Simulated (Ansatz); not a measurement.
Ru:
Space group I4/mmm (No. 139); a = b = 3.1965 Å, c = 2.7058 Å, α = β = γ = 90.00°

```
atom  site  symmetry       x       y       z
----  ----  --------  ------  ------  ------
Ru      2a     4/mmm  0.0000  0.0000  0.0000
```
(The calculation used a cell of 1 atom; values per cell refer to that cell.)
The run is spin-polarised.

Relaxed at zero pressure with PBEsol in the plane-wave PAW code Ansatz.

Problem. The volume is lowered by 3 % and shape and atoms relax at that volume. What pressure results, and how do the axes share the change?

Solution. 10.0 GPa; a -1.1 %, b -1.1 %, c -0.8 %; the energy rises by 13 meV/atom.

Problem. Give the new structure.

Solution. 
Space group I4/mmm (No. 139); a = b = 3.1608 Å, c = 2.6843 Å, α = β = γ = 90.00°

```csv
atom,site,symmetry,x,y,z
Ru,2a,4/mmm,0.0000,0.0000,0.0000
```

The phase is kept; no other phase was compared at this pressure.

The start of the workflow was typed in or built on a structure type; neither database checked (COD, Materials Project) lists it. It is not the phase usual at ambient conditions (space group No. 194). The PBEsol relaxation kept the symmetry of its start; whether a distortion lowers the energy is not shown. Magnetic state: ferromagnetic, chosen from 4 collinear starts compared on coarse meshes (ties went to the first, and starts can fall back to one state), not a proven ground state. Axis ratios of metals converge slowly with the k-mesh, so a and c are less sure than the volume.

Potentials: the later of the program's two PAW sets.
